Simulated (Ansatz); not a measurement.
MgRh: a vibration from a frozen displacement

All numbers below come from DFT PBEsol, scalar-relativistic, plane waves, PAW (Ansatz 0.2.0). The runs took a 420 eV cutoff, a Γ-centred 16×16×16 mesh and Gaussian smearing (0.15 eV). No spin polarisation. Energies are free energies at this smearing, counted from the undisturbed cell; pressure is positive in compression.

Zero of the scan (as given, not relaxed at this level; it stands at -1.9 GPa, and it needn't be the usual structure):

```
CELL_PARAMETERS angstrom
3.09920 0.00000 0.00000
0.00000 3.09920 0.00000
0.00000 0.00000 3.09920
ATOMIC_POSITIONS crystal
Mg 0.00000 0.00000 0.00000
Rh 0.50000 0.50000 0.50000
```

Every Mg atom is moved by x along the Cartesian unit vector (-1.000, 0.000, 0.000); the cell and all other atoms stay fixed. The cell's volume is 29.77 Å³; the moved atoms weigh 24.305 u together and the others 102.905 u. Some rows repeat others by symmetry and weren't run.

| x (Å) | ΔE (meV/cell) | total force on the moved atoms along the move (eV/Å) | pressure (GPa) |
| --- | --- | --- | --- |
| -0.2000 | 111.40 | 1.1087 | -0.2819 |
| -0.1750 | 85.38 | 0.9723 | -0.6636 |
| -0.1500 | 62.79 | 0.8350 | -0.9962 |
| -0.1250 | 43.64 | 0.6970 | -1.2790 |
| -0.1000 | 27.95 | 0.5583 | -1.5114 |
| -0.0750 | 15.73 | 0.4191 | -1.6927 |
| -0.0500 | 6.99 | 0.2796 | -1.8225 |
| -0.0250 | 1.75 | 0.1399 | -1.9005 |
| 0.0000 | 0.00 | 0.0000 | -1.9265 |
| 0.0250 | 1.75 | -0.1399 | -1.9005 |
| 0.0500 | 6.99 | -0.2796 | -1.8225 |
| 0.0750 | 15.73 | -0.4191 | -1.6927 |
| 0.1000 | 27.95 | -0.5583 | -1.5114 |
| 0.1250 | 43.64 | -0.6970 | -1.2790 |
| 0.1500 | 62.79 | -0.8350 | -0.9962 |
| 0.1750 | 85.38 | -0.9723 | -0.6636 |
| 0.2000 | 111.40 | -1.1087 | -0.2819 |

Question: What frequency belongs to this motion?

Answer: The force constant is k = −dF/dx = 5.596 eV/Å², from the parabola through x = -0.0250, 0 and 0.0250. In every cell the moved atoms swing against the rest, so the mass is μ = m₁m₂/(m₁ + m₂) = 19.661 u, and ν̃ = 521.5 cm⁻¹ × √(|k|/μ) = 278 cm⁻¹, at this cell's pressure of -1.9 GPa. To first order in x, and within 1 %, the force on every atom lies along the move and, within each of the two groups, in proportion to the atom's mass, so this is itself a mode at the zone centre of this cell.

Question: How far does the harmonic law reach?

Answer: At x = -0.200 Å, kx²/2 = 111.92 meV against the computed 111.40 meV (-0.5 %): the well is still close to harmonic there.

Question: The pressure changes with x². What does that say about the frequency under compression?

Answer: With E = k(V)x²/2, k ∝ V^(−2γ) and x scaling with the cell as V^(1/3), P − P0 = −∂E/∂V = (2γ − 2/3) ΔE/V. At x = 0.0500 Å, V(P − P0) = 29.77 × 0.10399 / 160.2 eV = 19.32 meV and ΔE = 6.99 meV, so γ = 1/3 + V(P − P0)/(2ΔE) = 1.71. This is the Grüneisen parameter of the motion under uniform scaling of the cell: shrinking the cell evenly by 1 % in volume raises the frequency by about 1.71 %.

In a metal these slopes depend on the k mesh and the smearing.